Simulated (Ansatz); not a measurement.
Is this Hf₆F structure a true minimum?

It was reached by relaxing an invented guess, and it needn't be the stable form of this composition.

The calculation used DFT PBE, scalar-relativistic, plane waves, PAW (Ansatz). Settings: cutoff 420 eV, Γ-centred mesh 6×6×6 on the computed 7-atom cell, Gaussian smearing of 0.10 eV; no spin polarisation.

The cell below (7 atoms, space group P-31m (No. 162)) is relaxed within its symmetry.

```
Hf F
1.0
     5.62046    0.00000    0.00000
    -2.81023    4.86746    0.00000
     0.00000    0.00000    5.18018
Hf F
6 1
Cartesian
  0.9665 1.6739 3.8166
  1.8438 3.1935 1.3636
  1.9329 0.0000 1.3636
  -1.8438 3.1935 3.8166
  -0.9665 1.6739 1.3636
  3.6876 0.0000 3.8166
  0.0000 0.0000 0.0000
```

For the test it was strained at random (σ = 1.5 % a component), the atoms were moved at random (σ = 0.05 Å), and all was relaxed again on a coarse 4×6×6 mesh (in the run’s order of axes) with 0.20 eV smearing, with no symmetry imposed.

These runs have no spin–orbit coupling, which can matter for Hf. The cell is a metal run without spin; a magnetic state may lie lower.

Problem. Does it come back?

Solution. It returns, within 1 meV/atom of the unmoved cell on that mesh and with the same symmetry when read at 0.1 Å. No instability shows in this cell; modes of other wave vectors, which need another repeat, aren't tested.
